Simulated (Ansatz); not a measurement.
Theory: Ansatz 0.2.0, DFT, LDA (PW92), plane waves (420 eV) with PAW, scalar-relativistic. (PAW data from PBE, frozen cores regenerated.)

An element in the simple cubic structure gives this curve. The cell is scaled uniformly from the relaxed one, with fractional coordinates and shape fixed. Energies are extrapolated to zero smearing, pressures are those at the given smearing. Magnetic state: spin not included. Spin polarisation is off; a magnetic state may lie lower.

```
V (Å³/atom)  E − E₀ (meV/atom)  P (GPa)
     10.461              148.3    37.39
     10.936               61.4    22.47
     11.412               14.5    10.33
     11.887                0.0     0.44
     12.362               12.0    -7.64
     12.838               45.5   -14.24
     13.313               96.7   -19.63
```

Problem. Which element is it?
A. copper
B. silicon
C. chromium
D. osmium

Solution. C. Its fit is V₀ = 11.89 Å³/atom, B₀ = 221 GPa, B₀′ = 4.1.
